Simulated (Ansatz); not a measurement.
InAgTe$_{2}$:
```
CELL_PARAMETERS angstrom
      4.47535     0.00000     0.00000
      0.00000     4.47535     0.00000
      0.00000     0.00000     6.36605
ATOMIC_POSITIONS crystal
  In 0.50000 0.50000 0.50000
  Ag 0.00000 0.00000 0.00000
  Te 0.00000 0.50000 0.23717
  Te 0.50000 0.00000 0.76283
```

Relaxed with LDA. Special points in fractions of this cell's reciprocal vectors: Γ (0.000, 0.000, 0.000); X (0.000, 0.500, 0.000); M (0.500, 0.500, 0.000); Z (0.000, 0.000, 0.500); R (0.000, 0.500, 0.500); A (0.500, 0.500, 0.500).

Question: List the band energies nearest the Fermi level at these points for the program Ansatz at the LDA level (PAW).

Answer: In eV from the Fermi level; about four levels below and three above (degenerate sets whole), none deeper than 8.9 eV; points with the same levels are listed once.

| k | below | above |
|---|---|---|
| Γ | -0.22 -0.14 -0.01 -0.01 | 1.59 2.50 3.62 3.62 |
| X | -3.23 -2.25 -1.77 -0.56 | 1.40 3.76 3.90 |
| M | -3.27 -2.46 -2.46 -1.74 | 1.15 1.75 1.75 |
| Z | -2.17 -2.17 -0.94 -0.94 | 1.49 1.66 3.37 |
| R | -1.79 -1.54 -0.72 -0.48 | 0.09 2.09 3.80 |
| A | -2.94 -2.94 -2.89 -2.36 | 2.37 3.66 3.66 |

Space group P-4m2. The workflow started from a Materials Project entry (that database holds measured and hypothetical structures alike); the Crystallography Open Database copy checked does not list it. COD files the formula under space group No. 122, so this cell is another polymorph or a model. With In and Ag taken as one species the cell has the higher symmetry F-43m, so it may be an ordered model of a mixed-site phase. Its standing as an ambient phase is unchecked. The cell was relaxed with LDA under the symmetry of its start; of distortions, only those at the zone centre were tested. The run is not spin-polarised. The Fermi level of a semimetal is unsure by some 0.05 eV on such meshes. Scalar-relativistic: spin–orbit coupling is off unless named, which matters more the heavier the elements.

Potentials: the later of the program's two PAW sets.
